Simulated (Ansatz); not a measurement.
LiH (rock salt)

```
LiH
1.0
    0.00000     2.00356     2.00356
    2.00356     0.00000     2.00356
    2.00356     2.00356     0.00000
H Li
1 1
Direct
  0.00000   0.00000   0.00000
  0.50000   0.50000   0.50000
```

The slice is a {100} plane (indices of the conventional cell) through the point (0.000, 0.000, 0.000) (fractional), spanned by u = [100] and v = [0 1 -1] in vectors of this cell: u (2.83 Å) and v (2.83 Å, at 90° to u). It covers one period; positions are fractions (u, v).

All values below come from PBE (plane waves to 420 eV, PAW, scalar-relativistic; Ansatz, a quantum-chemistry and plane-wave program). k mesh 14×14×14. These are valence fields of a PAW run, semicore shells included where kept as valence: close to a nucleus they are smooth pseudo fields. LiH was relaxed with its symmetry unable to fall.

Task: What is the ELF at the density minimum of the shortest H–Li line in this plane (2.00 Å)?

Result: 0.0.

Task: What is the valence density on the shortest H–Li line in this plane (2.00 Å), at its minimum between the atoms?

Result: 0.10 e/Å³.

Task: Predict the map of the electrostatic potential energy of an electron, from the cell's mean on the slice.

Result: 
```
|xxxxxxxxxxxxxx@@@@@@@@%%%%%%@@@@@@@@xxxxxxxxxxxx|
|xxxxxxxxxxxxxx@@@@%%%%######%%%%@@@@xxxxxxxxxxxx|
|xxxxxxxxxxxxxx%%%%##****++****##%%%%xxxxxxxxxxxx|
|xxxxxxxxxxxx####**++==------==++**####xxxxxxxxxx|
|xxxxxxxxxx##**++==::..      ..::==++**##xxxxxxxx|
|xxxxxxxx##**++--..xxxxxxxxxxxxxx..--++**##xxxxxx|
|@@@@@@%%##++--  xxxxxxxxxxxxxxxxxx  --++##%%@@@@|
|@@@@@@%%**==..xxxxxxxxxxxxxxxxxxxxxx..==**%%@@@@|
|@@@@%%##++--xxxxxxxxxxxxxxxxxxxxxxxxxx--++##%%@@|
|@@@@%%**==..xxxxxxxxxxxxxxxxxxxxxxxxxx..==**%%@@|
|@@%%%%**--  xxxxxxxxxxxxxxxxxxxxxxxxxx  --**%%%%|
|@@%%##++--  xxxxxxxxxxxxxxxxxxxxxxxxxx  --++##%%|
|@@%%%%**--  xxxxxxxxxxxxxxxxxxxxxxxxxx  --**%%%%|
|@@@@%%**==..xxxxxxxxxxxxxxxxxxxxxxxxxx..==**%%@@|
|@@@@%%##++--xxxxxxxxxxxxxxxxxxxxxxxxxx--++##%%@@|
|@@@@@@%%**==..xxxxxxxxxxxxxxxxxxxxxx..==**%%@@@@|
|@@@@@@%%##++--  xxxxxxxxxxxxxxxxxx  --++##%%@@@@|
|xxxxxxxx##**++--..xxxxxxxxxxxxxx..--++**##xxxxxx|
|xxxxxxxxxx##**++==::..      ..::==++**##xxxxxxxx|
|xxxxxxxxxxxx####**++==------==++**####xxxxxxxxxx|
|xxxxxxxxxxxxxx%%%%##****++****##%%%%xxxxxxxxxxxx|
|xxxxxxxxxxxxxx@@@@%%%%######%%%%@@@@xxxxxxxxxxxx|
|xxxxxxxxxxxxxx@@@@@@@@%%%%%%@@@@@@@@xxxxxxxxxxxx|
|xxxxxxxxxxxxxx@@@@@@@@@@@@@@@@@@@@@@xxxxxxxxxxxx|
```
Scale: ten equal steps from -1.00 (start of ' ') to 3.75 (end of '@'), in the order ' .:-=+*#%@'. Values: electrostatic potential energy of an electron, from the cell's mean, in eV. The map has 24 points along u (two characters each, u = 0 at the left) and 24 along v (v = 0 in the bottom row). Points within 0.8 Å of a nucleus are blanked (x), as the pseudised field means little there. The zero, the cell's mean, hangs on the PAW cores.
